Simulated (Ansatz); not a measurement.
# Bands of SbPt

```
Sb Pt
1.0
     4.17744    0.00000    0.00000
    -2.08872    3.61777    0.00000
     0.00000    0.00000    5.53920
Sb Pt
2 2
Cartesian
  2.0887 1.2059 4.1544
  0.0000 2.4118 1.3848
  0.0000 0.0000 2.7696
  0.0000 0.0000 0.0000
```

Atom numbers follow the list: Sb1, Sb2, Pt3, Pt4.

The cell is the one relaxed in the Materials Project (mp-2845), not relaxed further here; entries there can be hypothetical.

No spin–orbit coupling, which matters for the heavy atoms here.

All numbers below come from DFT, LDA, all-electron LAPW, scalar-relativistic (Ansatz 0.2.0).

Settings: a Γ-centred 9×9×6 k mesh, Fermi–Dirac smearing of 0.05 eV, basis error target 1 meV/atom, no spin polarisation.

Points in fractions of the reciprocal vectors of this cell: Γ (0, 0, 0), M (0.5, 0, 0), K (0.333, 0.333, 0), A (0, 0, 0.5), L (0.5, 0, 0.5), H (0.333, 0.333, 0.5). The path joins them by straight lines in the order Γ–M–K–Γ–A–L–H–A–L; legs that retrace an earlier one aren't tabulated. Energies are in eV from the Fermi level.

Task: Is there a gap?

Result: none: bands cross the Fermi level, a metal.

Task: List the levels between -5 and 5 eV at the symmetry points.

Result: 
Γ: -4.20 (×2), -3.38 (×2), -2.02 (×2), -0.02 (×2), 0.74, 2.28, 2.50, 3.37, 3.53 (×2)
M: -4.89, -3.46, -3.34, -3.20, -3.01, -2.92, -2.75, -2.55, -2.17, -2.00, -0.69, 1.86, 4.25, 4.30, 4.35
K: -4.50, -4.22 (×2), -3.06 (×2), -2.65, -2.13, -2.10 (×2), -0.44 (×2), 0.71 (×2), 2.74
A: -4.76 (×4), -4.39 (×2), -3.42 (×4), -1.25 (×2), 2.32 (×4)
L: -4.72 (×2), -4.29 (×2), -3.23 (×2), -3.02 (×2), -2.90 (×2), 0.44 (×2), 1.66 (×2), 3.88 (×2)
H: -4.40 (×2), -3.47 (×2), -3.25 (×2), -2.07 (×2), -1.63 (×2), 4.12 (×2)
